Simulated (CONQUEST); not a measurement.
A self-consistent single point of TiO2 (P4_2/mnm, 6 atoms in the cell; from Materials Project mp-2657, changed as shown).

```yaml
crystal:
  lattice:
    - [4.50784, 0.00000, 0.00000]
    - [0.00000, 4.50784, 0.00000]
    - [0.00000, 0.00000, 2.90003]
  atoms:
    - { symbol: Ti, position: [0.50000, 0.50000, 0.00000] }
    - { symbol: Ti, position: [0.00000, 0.00000, 0.50000] }
    - { symbol: O, position: [0.69568, 0.69568, 0.50000] }
    - { symbol: O, position: [0.30432, 0.30432, 0.50000] }
    - { symbol: O, position: [0.80432, 0.19568, 0.00000] }
    - { symbol: O, position: [0.19568, 0.80432, 0.00000] }
```

Method: PBE, numerical atomic orbitals double-zeta with polarisation (the shipped basis), PseudoDojo norm-conserving potentials made for PBE (CONQUEST 1.3).

CONQUEST settings:

```
key                                             value
---------------------  ------------------------------
basis                                             DZP
Diag.MPMeshX, Y, Z                             8 8 12
potentials             PseudoDojo norm-conserving PBE
Grid.GridCutoff                                175 Ha
DM.SolutionMethod                              diagon
Diag.kT                                   0.001837 Ha
Diag.GammaCentred                                true
minE.SCTolerance                              1.0e-07
SC.MaxIters                                       100
SC.LinearMixingFactor                             0.5
SC.KerkerPreCondition                            true
SC.KerkerFactor                            0.1 1/bohr
AtomMove.TypeOfRun                             static
```

Task: Estimate, at this level of theory: gap on the k-point mesh, pressure and largest force (vector length).

Result: The run gave:

Gap on the k-point mesh: 1.87 eV
Pressure: 23.87 GPa
Largest force (vector length): 0.307 eV/Å

Gaps are taken between levels on the mesh.

For comparison: a first run was changed to give this one (lattice scaled by 0.98), and from it to this one the free energy goes up by 55.8 meV/atom, the pressure goes from 6.23 to 23.87 GPa, the largest force goes from under 0.1 to 0.31 eV/Å and the gap on the mesh goes from 1.729 to 1.875 eV.

The program uses no crystal symmetry, so grid and mesh can part values that symmetry would make equal. The atom-centred basis is finite, which shifts total energies, pressures, gaps and forces against plane waves. The structure comes from a collection of computed structures, made at another level of theory; the collection holds predicted forms beside known ones. At this pressure the cell is far from its equilibrium volume at this level.

Cost on one core: very roughly 18 core-minutes.
